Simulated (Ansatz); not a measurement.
Relaxed C (graphite type, space group P6_3/mmc):

```
C
1.0
    2.45537     0.00000     0.00000
   -1.22769     2.12641     0.00000
    0.00000     0.00000     6.67102
C
4
Cartesian
  0.00000   0.00000   1.66776
  0.00000   0.00000   5.00327
  0.00000   1.41761   1.66776
  1.22769   0.70880   5.00327
```

In each cell atom 1 (C, nearest neighbour C at 1.418 Å; its periodic images, 2.5 Å or more away, move with it) moves by s·(0.000, 0.000, 1.000) (along Cartesian z), the rest being held.

These are r2SCAN+rVV10 (plane waves to 500 eV, PAW, scalar-relativistic; Ansatz, a program for electronic structure) values and carry that method's errors. k mesh 12×12×4 (Γ-centred), Fermi-Dirac smearing 0.05 eV. Energies are smeared free energies. With partly filled bands, energies and forces of such displacements shift with the k mesh and the smearing. C was relaxed with its symmetry unable to fall. ΔE is measured from the undisplaced structure. The last digit holds for this mesh only.

```csv
s (Å),ΔE (meV/cell)
-0.430,1625.9
-0.344,1036.1
-0.258,580.2
-0.172,256.7
-0.086,63.9
0.000,0.0
0.086,63.9
0.172,256.7
0.258,580.2
0.344,1036.1
0.430,1625.9
```

Q: What force constant k = d²E/ds² at s = 0 does the table give?

A: 17 eV/Å². It is the second difference of the nearest points, corrected with the next pair.

Q: With k = 17.28 eV/Å² from the forces, is the well harmonic out to s = 0.430 Å?

A: ½ks² = 1598 meV/cell against the computed 1626 meV/cell, so the well is close to harmonic there.

(For displaced atoms, the force is minus the slope of the energy, and its curvature is a force constant, which sets phonon frequencies.)
